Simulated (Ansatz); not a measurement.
The elements of this relaxed trial crystal are hidden behind letters.

```
lattice vectors (Å)
   3.8219    0.0000    0.0000
  -1.9110    3.3099    0.0000
   0.0000    0.0000   19.2603
fractional positions
X 0.3333 0.6667 0.0059
X 0.3333 0.6667 0.3289
X 0.6667 0.3333 0.5059
X 0.6667 0.3333 0.8289
Z 0.3333 0.6667 0.6701
Z 0.6667 0.3333 0.1701
Q 0.3333 0.6667 0.1355
Q 0.3333 0.6667 0.4564
Q 0.3333 0.6667 0.7792
Q 0.6667 0.3333 0.2792
Q 0.6667 0.3333 0.6355
Q 0.6667 0.3333 0.9564
```

Computed with DFT PBE, scalar-relativistic, plane waves, PAW (Ansatz 0.2.0). Plane waves to 420 eV, a 12×12×2 mesh through Γ for the 12-atom cell and 0.01 eV Gaussian smearing; no spin polarisation.

```
Space group                                 : P6_3mc (No. 186)
Conventional cell                           : a = 3.822 Å, c = 19.260 Å
Volume per atom                             : 20.30 Å³
Density                                     : 3.95 g/cm³
Energy over the elements                    : −0.122 eV/atom
Gap on the 12×12×2 mesh of the 12-atom cell : 0.19 eV
```

Energies are uncorrected and count from the elements' standard states at the same level.

**Question.** X is a p-block element of period 3, Z is a p-block element of period 2 and Q is a p-block element of period 4. Which elements are they?

**Answer.** X = Al, Z = B, Q = As, so the formula is Al2BAs3. Density times volume gives a mean mass of 3.95 × 20.30/1.6605 = 48.3 u per atom, and this set has 48.3 u. Al on its first site has 4 As at 2.40–2.50 Å; B is surrounded by 1 As at 2.10 Å and 3 As at 2.30 Å; around As on its first site lie 3 B at 2.30 Å and 1 Al at 2.50 Å; 3 more sites not described. Other sets within the hints have nearly the same mass, so mass alone doesn't settle it; this one was computed.

Kohn–Sham gaps at this level usually fall short of measured ones. Symmetry constrained the relaxation, so the result can be a saddle point. Another cell of Al2BAs3 relaxed alike, in I-4m2, lies 30 meV/atom lower, so this cell isn't the stable form at this level.
